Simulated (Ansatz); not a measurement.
MoSi2 (MoSi2 type, space group I4/mmm), scan of one atom of the cell

Starting cell, MoSi2 (MoSi2 type, space group I4/mmm):

```
CELL_PARAMETERS angstrom
     -1.60108     1.60108     3.90975
      1.60108    -1.60108     3.90975
      1.60108     1.60108    -3.90975
ATOMIC_POSITIONS crystal
  Mo 0.00000 0.00000 0.00000
  Si 0.33530 0.33530 0.00000
  Si 0.66470 0.66470 0.00000
```

In each cell atom 2 (Si, nearest neighbour Si at 2.576 Å; its periodic images, 3.2 Å or more away, move with it) moves by s·(0.000, 0.000, 1.000) (towards the nearest neighbour), the rest being held.

Calculation: r2SCAN (plane waves to 500 eV, PAW, scalar-relativistic; Ansatz, a program for electronic structure). k mesh 12×12×12 (Γ-centred), Fermi-Dirac smearing 0.05 eV. The energy includes the smearing's −TS. Compression counts positive. With partly filled bands, energies and forces of such displacements shift with the k mesh and the smearing. F∥ is the force on the atom along that direction. MoSi2 is run without spin polarisation. MoSi2 was relaxed with its symmetry unable to fall. The PAW data are Ansatz's earlier set. The zero of ΔE is the undisplaced structure.

| s (Å) | ΔE (eV/cell) | P (GPa) | F∥ (eV/Å) |
|---|---|---|---|
| -0.260 | 0.455 | 2.6 | 3.578 |
| -0.208 | 0.289 | 1.2 | 2.815 |
| -0.156 | 0.162 | 0.2 | 2.086 |
| -0.104 | 0.072 | -0.3 | 1.380 |
| -0.052 | 0.018 | -0.4 | 0.688 |
| 0.000 | 0.000 | 0.0 | 0.006 |
| 0.052 | 0.018 | 0.8 | -0.694 |
| 0.104 | 0.073 | 1.9 | -1.436 |
| 0.156 | 0.168 | 3.5 | -2.226 |
| 0.208 | 0.305 | 5.5 | -3.060 |
| 0.260 | 0.487 | 7.9 | -3.946 |

What the scan shows:

* **Energy at s = 0.260 Å**: 487 meV/cell
* **Force along the line at s = -0.260 Å**: 3.58 eV/Å
* **Symmetry of the curve**: not even: the positive side lies higher at ±0.260 Å
* **Shape of the curve**: a single well with its minimum at or next to zero displacement
* **Force constant k = d²E/ds² at s = 0 (finite differences)**: 13.2 eV/Å²
* **Harmonic estimate at the end of the scan**: ½ks² = 446 meV/cell against the computed 487 meV/cell, so the well is stiffer than harmonic there

(A displaced cell: forces are minus the slopes of the energy, force constants its curvatures, and phonons follow from these.)
